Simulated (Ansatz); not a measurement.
Input and command of a plane-wave DFT calculation in Ansatz:

```yaml
crystal:
  lattice:
    - [5.0393684365, 0.0, 0.0]
    - [0.0, 5.0393684365, 0.0]
    - [0.0, 0.0, 25.5925573916]
  atoms:
    - { symbol: Cu, position: [0.25, 0.25, 0.3125908785] }
    - { symbol: Cu, position: [0.25, 0.75, 0.3125908785] }
    - { symbol: Cu, position: [0.75, 0.25, 0.3125908785] }
    - { symbol: Cu, position: [0.75, 0.75, 0.3125908785] }
    - { symbol: Cu, position: [0.5, 0.5, 0.3822082197] }
    - { symbol: Cu, position: [0.5, 0.0, 0.3822082197] }
    - { symbol: Cu, position: [0.0, 0.5, 0.3822082197] }
    - { symbol: Cu, position: [0.0, 0.0, 0.3822082197] }
    - { symbol: Cu, position: [0.7499141931, 0.7517043446, 0.4537562525] }
    - { symbol: Cu, position: [0.7499596888, 0.25201037, 0.4524913358] }
    - { symbol: Cu, position: [0.2499832896, 0.750690552, 0.453072518] }
    - { symbol: Cu, position: [0.2500062926, 0.2510100194, 0.451806334] }
    - { symbol: Cu, position: [0.0031024624, 0.0009724921, 0.5242190788] }
    - { symbol: Cu, position: [0.0024447824, 0.5032738498, 0.5244823024] }
    - { symbol: Cu, position: [0.4974813269, 0.0012986468, 0.5242681294] }
    - { symbol: Cu, position: [0.4972767782, 0.5035411877, 0.5245294825] }
    - { symbol: O, position: [-0.2503551206, -0.3885799237, 0.5798725534] }
    - { symbol: O, position: [-0.2492650534, -0.104716581, 0.5796124669] }
    - { symbol: O, position: [0.2498970389, 0.2520348645, 0.5569493973] }
basis:
  ecutwfc: 420
kpoints:
  mp_grid: { grid: [4, 4, 1] }
hamiltonian:
  xc: pbe
  dispersion: d3bj
scf:
  occupations: { method: gaussian, width: 0.1 }
output:
  forces: true
  eigenvalues: true
  write_density: true
  volumetric_format: npy
efield:
  axis: 3
  dipole_correction: true
  ramp_width: 0.04
```

```bash
ansatz run input.yaml --threads 4 --pin off --max-ram 12288MiB --backend cpu --events-out ev --progress --plain --runs-dir out
```

Processor: Intel(R) Xeon(R) Platinum 8488C (Sapphire Rapids), 4 threads, on a host shared with other jobs.

Q: Estimate time, memory and problem size.

A: About 42 s on 4 threads of Intel(R) Xeon(R) Platinum 8488C (Sapphire Rapids), with other jobs on the host, peak memory 2.7 GiB. It solves 194 bands at 10 k points (the mesh reduced by the symmetry that the task leaves, which can be less than the crystal's) with about 12729 plane waves, in 14 SCF iterations.
